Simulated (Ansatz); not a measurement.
# How the functional moves the response of AlCo (Pm-3m) (PBEsol, LDA and r²SCAN)

```xyz
2
Lattice="2.8231 0.0000 0.0000 0.0000 2.8231 0.0000 0.0000 0.0000 2.8231" Properties=species:S:1:pos:R:3 pbc="T T T"
Al    0.0000    0.0000    0.0000
Co    1.4115    1.4115    1.4115
```

This cell (11.25 Å³ an atom) was relaxed by PAW under PBEsol, and each functional gets its own cell relaxed so. Quantity: elastic moduli (Hill averages, relaxed ions; θ_D from sound speeds over directions). The structure is a database entry and needn't be the stable phase.

Runs: (1) PBEsol, PAW on Ansatz 0.2.0's default frozen-core files (fitted under PBE), scalar-relativistic; k mesh 16×16×16, strains of ±0.005, Fermi-Dirac smearing of 0.080 eV, cutoff 420 eV. (2) LDA, PAW on Ansatz 0.2.0's default frozen-core files (fitted under PBE), scalar-relativistic; k mesh 16×16×16, strains of ±0.005, Fermi-Dirac smearing of 0.100 eV, cutoff 420 eV. (3) r²SCAN, PAW on Ansatz 0.2.0's default frozen-core files (fitted under PBE), scalar-relativistic; k mesh 16×16×16, strains of ±0.008, Fermi-Dirac smearing of 0.050 eV, cutoff 500 eV.

Under PBEsol: B = 193 GPa, G = 120 GPa, C11 = 306 GPa, C44 = 152 GPa, ν = 0.242, θ_D = 637 K.

Which way does LDA move the volume, and by how much?

a = 2.795 Å, 10.91 Å³ an atom: 3.0 % smaller.

What does LDA give for these quantities?

| quantity | PBEsol | LDA | change |
| --- | --- | --- | --- |
| B | 193 GPa | 207 GPa | +7 % |
| G | 120 GPa | 125 GPa | +4 % |
| C11 | 306 GPa | 324 GPa | +6 % |
| C44 | 152 GPa | 158 GPa | +4 % |
| ν | 0.242 | 0.249 | +3 % |
| θ_D | 637 K | 647 K | +2 % |

Which way does r²SCAN move the volume, and by how much?

a = 2.823 Å, 11.25 Å³ an atom: the same within 0.1 %.

What does r²SCAN give for these quantities?

```json
{"quantity": "B", "PBEsol": "193 GPa", "r²SCAN": "198 GPa", "change": "+3 %"}
{"quantity": "G", "PBEsol": "120 GPa", "r²SCAN": "140 GPa", "change": "+17 %"}
{"quantity": "C11", "PBEsol": "306 GPa", "r²SCAN": "347 GPa", "change": "+13 %"}
{"quantity": "C44", "PBEsol": "152 GPa", "r²SCAN": "164 GPa", "change": "+8 %"}
{"quantity": "ν", "PBEsol": "0.242", "r²SCAN": "0.214", "change": "-12 %"}
{"quantity": "θ_D", "PBEsol": "637 K", "r²SCAN": "689 K", "change": "+8 %"}
```

Limits of these numbers: frozen-core PAW files fitted under PBE, their cores solved anew for the functional of the run; responses of metals move with mesh and smearing.
